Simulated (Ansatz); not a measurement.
MgAu (CsCl type, Pm-3m) under volume change, LDA (plane waves, PAW; program Ansatz), scaled uniformly.

```json
[
 {"V (Å³/atom)": "15.166", "E − E(relaxed) (meV/atom)": "51.5", "P (GPa)": "12.07"},
 {"V (Å³/atom)": "15.666", "E − E(relaxed) (meV/atom)": "___", "P (GPa)": "___"},
 {"V (Å³/atom)": "16.166", "E − E(relaxed) (meV/atom)": "___", "P (GPa)": "___"},
 {"V (Å³/atom)": "16.666", "E − E(relaxed) (meV/atom)": "0.0", "P (GPa)": "0.00"},
 {"V (Å³/atom)": "17.166", "E − E(relaxed) (meV/atom)": "4.5", "P (GPa)": "-2.81"},
 {"V (Å³/atom)": "17.666", "E − E(relaxed) (meV/atom)": "17.1", "P (GPa)": "-5.18"},
 {"V (Å³/atom)": "18.166", "E − E(relaxed) (meV/atom)": "36.4", "P (GPa)": "-7.16"}
]
```

Q: Complete the blanks.

A: 
- 15.666, E − E(relaxed) (meV/atom): 21.5
- 15.666, P (GPa): 7.31
- 16.166, E − E(relaxed) (meV/atom): 5.1
- 16.166, P (GPa): 3.34

Q: What does a third-order Birch–Murnaghan fit give for V₀, B₀ and B′?

A: V₀ = 16.66 Å³/atom, B₀ = 102 GPa, B′ = 4.8.

The workflow started from a Materials Project entry (that database holds measured and hypothetical structures alike); the Crystallography Open Database files this formula in space group No. 221, but the cells were not matched. Its standing as an ambient phase is unchecked. The LDA relaxation kept the symmetry of its start; of distortions, only those at the zone centre were tested. Spin–orbit coupling is left out wherever it is not named.

Potentials: the later of the program's two PAW sets.
